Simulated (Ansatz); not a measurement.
**K2RbLaV2O8 — coordination and ¹⁷O quadrupole coupling**

Cell: a Materials Project structure (computed, not necessarily an observed phase), its atoms then relaxed with PBE in this cell.

Space group P-3m1 (No. 164); a = 6.1908, c = 7.9705 Å, γ = 120.00°.

| site | Wyckoff | site symmetry | x | y | z |
| --- | --- | --- | --- | --- | --- |
| K | 2d | 3m. | 0.3333 | 0.6667 | 0.7082 |
| Rb | 1a | -3m. | 0.0000 | 0.0000 | 0.0000 |
| La | 1b | -3m. | 0.0000 | 0.0000 | 0.5000 |
| V | 2d | 3m. | 0.3333 | 0.6667 | 0.2445 |
| O7 | 2d | 3m. | 0.3333 | 0.6667 | 0.0358 |
| O9 | 6i | .m. | 0.1799 | 0.8201 | 0.3193 |

One atom of each set is listed.

Method: Kohn–Sham DFT in Ansatz, PBE, plane waves and PAW (field gradients read without the response of the frozen cores, which leaves them typically 4 to 6 % off), scalar-relativistic, 420 eV cutoff, Γ-centred 4×4×3 k-points, Fermi–Dirac smearing 0.02 eV.

Q(¹⁷O) = -25.58 mb.

Problem. Order the O environments from the weakest to the strongest quadrupole coupling.
A. O7: 1 V at 1.66 Å; also 1 K at 2.61 Å
B. O9: 1 V at 1.75 Å; also 1 La at 2.41 Å, 2 K at 3.11 Å

Solution. A (0.179 MHz, η = 0.00), B (1.15 MHz, η = 0.67).

An axis of threefold or higher order runs through O7, so V_zz lies along it and η is zero. Like point charges on the first shell alone (each adding as 1/d³) would put O7 above O9: the covalent part of each bond and the atoms beyond the first shell count as well.
